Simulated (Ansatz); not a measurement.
Ga, first-principles data

Ga:
```yaml
crystal:
  lattice:
    - [-1.40285, 1.40285, 2.27278]
    - [1.40285, -1.40285, 2.27278]
    - [1.40285, 1.40285, -2.27278]
  atoms:
    - { symbol: Ga, position: [0.00000, 0.00000, 0.00000] }
```

Space group I4/mmm (No. 139), body-centred tetragonal; conventional cell a = 2.8057 Å, b = 2.8057 Å, c = 4.5456 Å, α = 90.00°, β = 90.00°, γ = 90.00°.

Method: DFT-r²SCAN in the program Ansatz with PAW potentials. The cell and atoms are relaxed at this level. Other levels are named where they apply.

### Cell and energy

| Quantity | Value |
|---|---|
| Volume per atom | 17.89 Å³ |
| Density | 6.47 g/cm³ |

### Electronic structure

| Item | Result |
|---|---|
| Electronic character | metallic (no gap) |
| Density of states at the Fermi level | 0.35 states/eV per atom (mean over ±0.08 eV) |
| Gap with spin–orbit coupling | none (metallic) |

### Mechanics

| Quantity | Result |
|---|---|
| Bulk modulus (Birch–Murnaghan fit) | 58.2 GPa |
| Pressure derivative B′ | 5.0 |
| Elastic constants (relaxed ions, GPa) | C11 = 81.0, C12 = 43.7, C13 = 53.4, C33 = 61.3, C44 = -0.9, C66 = 16.6 |
| Mechanical stability | marginal (the smallest eigenvalue of C is near zero) |

The workflow started from a Materials Project entry (that database holds measured and hypothetical structures alike); the Crystallography Open Database copy checked does not list it. It is not the phase usual at ambient conditions (space group No. 64). The r²SCAN relaxation kept the symmetry of its start; whether a distortion lowers the energy is not shown. As this level gives no gap, shear constants depend on the k-mesh and smearing (Fermi–Dirac, 0.1 eV here). Axis ratios of metals converge slowly with the k-mesh, so a and c are less sure than the volume. Scalar-relativistic: spin–orbit coupling is off unless named, which matters more the heavier the elements.

Potentials: the earlier of the program's two PAW sets.
